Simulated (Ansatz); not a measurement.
TiPt$_{3}$:
```yaml
crystal:
  lattice:
    - [3.89940, 0.00000, 0.00000]
    - [0.00000, 3.89940, 0.00000]
    - [0.00000, 0.00000, 3.89940]
  atoms:
    - { symbol: Ti, position: [0.00000, 0.00000, 0.00000] }
    - { symbol: Pt, position: [0.00000, 0.50000, 0.50000] }
    - { symbol: Pt, position: [0.50000, 0.00000, 0.50000] }
    - { symbol: Pt, position: [0.50000, 0.50000, 0.00000] }
```

This is the PBEsol-relaxed structure.

Question: All from plane-wave PAW PBEsol (Ansatz code), unless another level is named. Estimate the density of states at the Fermi level.

Answer: 0.24 states/eV per atom (mean over ±0.08 eV).

Question: And the formation energy from the elements (no fitted shifts)?

Answer: -0.88 eV/atom.

Question: Predict the gap with spin–orbit coupling.

Answer: none (metallic).

Space group Pm-3m (Cu3Au type). The cell was relaxed with PBEsol under the symmetry of its start; of distortions, only those at the zone centre were tested. No spin polarisation was allowed. The references are the lowest solids computed at this level, not always the standard phases. Spin–orbit coupling is left out wherever it is not named.

Potentials: the later of the program's two PAW sets.
